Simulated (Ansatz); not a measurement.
# Band table of Bi (fcc type)

```
Bi
1.0
     0.00000    2.45387    2.45387
     2.45387    0.00000    2.45387
     2.45387    2.45387    0.00000
Bi
1
Direct
  0.00000 0.00000 0.00000
```

The cell comes from a relaxation on PAW files under the same functional, begun from a prototype that needn't be the stable phase.

Level of theory: DFT with LDA, scalar-relativistic, in Ansatz 0.2.0; a Γ-centred 14×14×14 k mesh, Fermi–Dirac smearing of 0.1 eV, no spin polarisation. LAPW: all electrons, basis error target 1 meV/atom.

Spin–orbit coupling is left out, which matters for the heavy atoms.

Path points, in fractions of the reciprocal vectors: Γ (0.000, 0.000, 0.000), X (0.500, 0.000, 0.500), U (0.625, 0.250, 0.625), K (0.375, 0.375, 0.750), L (0.500, 0.500, 0.500), W (0.500, 0.250, 0.750). The distance column jumps between branches of the path. Levels in eV from the Fermi level; bands 12 to 21, counted from the lowest band of the run. The gap is zero, the pressure 0.02 GPa.

```
# k(1/Å) point b12 b13 b14 b15 b16 b17 b18 b19 b20 b21
0.000 Γ -23.06 -23.06 -23.06 -22.97 -22.97 -14.05 5.19 5.19 5.19 9.08
0.183 - -23.06 -23.05 -23.05 -22.98 -22.97 -13.92 4.34 4.71 4.71 8.48
0.366 - -23.08 -23.02 -23.02 -22.99 -22.96 -13.55 2.73 3.68 3.68 7.57
0.549 - -23.09 -23.01 -22.98 -22.98 -22.94 -12.94 0.94 2.59 2.59 6.78
0.732 - -23.11 -23.04 -22.94 -22.94 -22.92 -12.12 -0.89 1.63 1.63 5.97
0.914 - -23.13 -23.06 -22.91 -22.90 -22.90 -11.15 -2.67 0.90 0.90 4.93
1.097 - -23.15 -23.08 -22.89 -22.87 -22.87 -10.20 -4.13 0.45 0.45 4.34
1.280 X -23.15 -23.08 -22.89 -22.86 -22.86 -9.74 -4.78 0.30 0.30 4.15
1.345 - -23.15 -23.08 -22.89 -22.86 -22.86 -9.74 -4.76 0.14 0.31 4.24
1.410 - -23.14 -23.08 -22.89 -22.87 -22.86 -9.73 -4.70 -0.25 0.37 4.45
1.474 - -23.14 -23.07 -22.90 -22.87 -22.87 -9.73 -4.60 -0.77 0.46 4.63
1.539 - -23.13 -23.07 -22.90 -22.88 -22.87 -9.72 -4.47 -1.32 0.58 4.78
1.604 - -23.12 -23.06 -22.91 -22.89 -22.88 -9.73 -4.30 -1.86 0.74 4.93
1.668 - -23.11 -23.04 -22.92 -22.91 -22.88 -9.75 -4.09 -2.36 0.93 5.08
1.733 U -23.10 -23.02 -22.93 -22.92 -22.89 -9.81 -3.84 -2.79 1.15 5.25
2.517 K -23.10 -23.02 -22.93 -22.92 -22.89 -9.81 -3.84 -2.79 1.15 5.25
2.711 - -23.08 -22.97 -22.96 -22.95 -22.91 -10.20 -3.49 -2.91 1.98 5.90
2.905 - -23.06 -23.00 -22.97 -22.94 -22.93 -10.99 -3.21 -1.69 2.98 6.77
3.099 - -23.04 -23.03 -22.98 -22.98 -22.91 -11.94 -2.13 -0.23 4.02 7.89
3.293 - -23.05 -23.03 -23.01 -22.98 -22.93 -12.82 -0.46 1.42 4.83 9.26
3.487 - -23.06 -23.03 -23.03 -22.98 -22.96 -13.49 1.62 3.13 5.19 8.79
3.681 - -23.06 -23.05 -23.05 -22.97 -22.97 -13.91 3.84 4.60 5.21 8.67
3.875 Γ -23.06 -23.06 -23.06 -22.97 -22.97 -14.05 5.19 5.19 5.19 9.08
4.033 - -23.06 -23.05 -23.05 -22.97 -22.97 -13.96 4.09 5.07 5.07 8.69
4.192 - -23.06 -23.04 -23.04 -22.97 -22.97 -13.68 2.04 4.78 4.78 8.20
4.350 - -23.05 -23.03 -23.03 -22.96 -22.96 -13.22 -0.11 4.41 4.41 7.86
4.508 - -23.05 -23.04 -23.04 -22.93 -22.93 -12.61 -2.11 4.05 4.05 7.67
4.667 - -23.05 -23.04 -23.04 -22.91 -22.91 -11.90 -3.84 3.75 3.75 7.62
4.825 - -23.05 -23.05 -23.05 -22.89 -22.89 -11.24 -5.12 3.56 3.56 7.68
4.984 L -23.05 -23.05 -23.05 -22.88 -22.88 -10.94 -5.63 3.49 3.49 7.74
5.113 - -23.05 -23.05 -23.04 -22.89 -22.88 -10.90 -5.55 2.85 3.33 8.05
5.242 - -23.05 -23.04 -23.02 -22.90 -22.89 -10.76 -5.34 1.57 2.82 7.53
5.372 - -23.05 -23.04 -22.99 -22.92 -22.89 -10.54 -4.99 0.20 2.01 7.46
5.501 - -23.05 -23.03 -22.96 -22.95 -22.89 -10.27 -4.51 -1.05 1.04 7.74
5.630 - -23.05 -23.02 -22.97 -22.94 -22.88 -9.98 -3.93 -2.06 0.05 8.27
5.760 - -23.04 -23.01 -23.00 -22.94 -22.87 -9.75 -3.32 -2.73 -0.83 8.91
5.889 W -23.03 -23.01 -23.01 -22.94 -22.86 -9.66 -2.98 -2.98 -1.27 9.32
5.980 - -23.04 -23.04 -22.98 -22.93 -22.86 -9.66 -3.43 -2.46 -1.21 8.74
6.072 - -23.07 -23.05 -22.95 -22.92 -22.86 -9.67 -3.83 -1.91 -1.05 7.72
6.163 - -23.10 -23.06 -22.92 -22.91 -22.86 -9.69 -4.17 -1.34 -0.80 6.68
6.255 - -23.12 -23.07 -22.90 -22.89 -22.86 -9.71 -4.43 -0.76 -0.47 5.73
6.346 - -23.14 -23.08 -22.90 -22.88 -22.86 -9.72 -4.62 -0.24 -0.12 4.93
6.438 - -23.15 -23.08 -22.89 -22.87 -22.86 -9.73 -4.74 0.15 0.17 4.36
6.529 X -23.15 -23.08 -22.89 -22.86 -22.86 -9.74 -4.78 0.30 0.30 4.15
```
